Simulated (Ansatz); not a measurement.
**What moves the field gradients of Mg5ZnN4?**

Cell of run 1: a Materials Project structure (computed, not necessarily an observed phase), taken as it stands.

```cif
data_Mg5ZnN4
_symmetry_space_group_name_H-M 'Pmmn:1'
_symmetry_Int_Tables_number 59
_cell_length_a 6.7593
_cell_length_b 7.1474
_cell_length_c 5.1834
_cell_angle_alpha 90.000
_cell_angle_beta 90.000
_cell_angle_gamma 90.000
loop_
_atom_site_label
_atom_site_type_symbol
_atom_site_symmetry_multiplicity
_atom_site_Wyckoff_symbol
_atom_site_fract_x
_atom_site_fract_y
_atom_site_fract_z
Mg1 Mg 8 g 0.2526 0.3009 0.7506
Mg9 Mg 2 a 0.5000 0.5000 0.2776
Zn Zn 2 b 0.0000 0.5000 0.2733
N13 N 4 f 0.7487 0.5000 0.0471
N17 N 4 e 0.5000 0.2520 0.4974
```

One atom of each set is listed.

All runs are DFT with Ansatz 0.2.0 (plane waves and PAW, scalar-relativistic unless spin–orbit coupling is named, Γ-centred meshes, Fermi–Dirac smearing where given) in this cell.

Run 1: PBE, atoms as given; 420 eV, 4×4×6 k-points, smearing 0.02 eV.
Run 2: r2SCAN, atoms as given; 500 eV, 4×4×6 k-points, smearing 0.02 eV.
Run 3: LDA, atoms as given; 420 eV, 4×4×6 k-points, smearing 0.02 eV.

```csv
run,Mg1 V_zz (η),Zn V_zz (η),N13 V_zz (η),N17 V_zz (η)
1,2.37 (0.89),-2.59 (0.85),-2.56 (0.16),1.35 (0.16)
2,?,?,?,?
3,2.32 (0.87),-2.61 (0.85),-2.53 (0.18),1.36 (0.14)
```

V_zz in 10²¹ V/m²; 4 of the 5 sets of like atoms are followed.

**Question.** Estimate the row of run 2.

**Answer.** Mg1: 2.49 (0.88); Zn: -2.63 (0.85); N13: -2.61 (0.13); N17: 1.35 (0.06). It lies nearest to run 1, from whose tensors on these sites it differs by 0.12 at most (largest principal value of the difference, on Mg1).

With these PAW files V_zz is typically within 2 to 3 % of all-electron values, but misses above 10 % occur on Zn. In runs 1, 3 the gap is small for the k-mesh or the smearing, and small gradients can still move by 0.1 × 10²¹ V/m² or more. The cell isn't the equilibrium one in run 3 (calculated pressure -7 GPa), and the entry's cell may itself be off.
